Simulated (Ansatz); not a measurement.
TaN:
```
CELL_PARAMETERS angstrom
      5.20181     0.00000     0.00000
     -2.60091     4.50490     0.00000
      0.00000     0.00000     2.90811
ATOMIC_POSITIONS crystal
  Ta 0.00000 0.00000 0.00000
  Ta 0.33333 0.66667 0.50000
  Ta 0.66667 0.33333 0.50000
  N  0.39231 0.00000 0.00000
  N  0.60769 0.60769 0.00000
  N  0.00000 0.39231 0.00000
```

Relaxed with r²SCAN.

Task: Give the Bader charges and basin volumes of the independent atoms, r²SCAN (plane waves, PAW; program Ansatz).

Result: 

```json
[
 {"atom": "Ta1", "Bader charge (e)": "+1.32", "Bader volume (Å³)": "14.8"},
 {"atom": "Ta2", "Bader charge (e)": "+1.93", "Bader volume (Å³)": "11.6"},
 {"atom": "N4", "Bader charge (e)": "-1.72", "Bader volume (Å³)": "10.1"}
]
```

Space group P-62m. The r²SCAN relaxation kept the symmetry of its start. No spin polarisation was allowed. Scalar-relativistic: spin–orbit coupling is off unless named, which matters more the heavier the elements.

Potentials: the later of the program's two PAW sets.
